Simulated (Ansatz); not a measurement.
Y$_{3}$Al$_{3}$NiGe$_{2}$ (space group P-62m)

```yaml
crystal:
  lattice:
    - [6.93142, 0.00000, 0.00000]
    - [-3.46571, 6.00279, 0.00000]
    - [0.00000, 0.00000, 4.16609]
  atoms:
    - { symbol: Y, position: [0.00000, 0.59649, 0.00000] }
    - { symbol: Y, position: [0.59649, 0.00000, 0.00000] }
    - { symbol: Y, position: [0.40351, 0.40351, 0.00000] }
    - { symbol: Al, position: [0.22661, 0.00000, 0.50000] }
    - { symbol: Al, position: [0.77339, 0.77339, 0.50000] }
    - { symbol: Al, position: [0.00000, 0.22661, 0.50000] }
    - { symbol: Ni, position: [0.00000, 0.00000, 0.00000] }
    - { symbol: Ge, position: [0.66667, 0.33333, 0.50000] }
    - { symbol: Ge, position: [0.33333, 0.66667, 0.50000] }
```

Equation-of-state scan: isotropic scaling of the cell above, V₀ being its volume. The atoms relax within the cell's symmetry.

All values below come from r2SCAN (plane waves to 500 eV, PAW, scalar-relativistic; Ansatz, an electronic-structure program). k mesh 8×8×11 (Γ-centred), Fermi-Dirac smearing 0.05 eV. Stress and pressure are positive under compression. Y3Al3NiGe2 is run without spin polarisation. Y3Al3NiGe2 was relaxed with its symmetry unable to fall.

At one point of the scan the stress tensor (GPa) is:

```
    6.3      0.0      0.0
    0.0      6.3      0.0
    0.0      0.0      7.2
```

Which point is it?
A. V/V₀ = 0.970
B. V/V₀ = 0.960
C. V/V₀ = 0.940
D. V/V₀ = 0.950

C, V/V₀ = 0.940

(A scan under strain: stresses follow from slopes of the energy per volume, elastic moduli from its curvatures.)
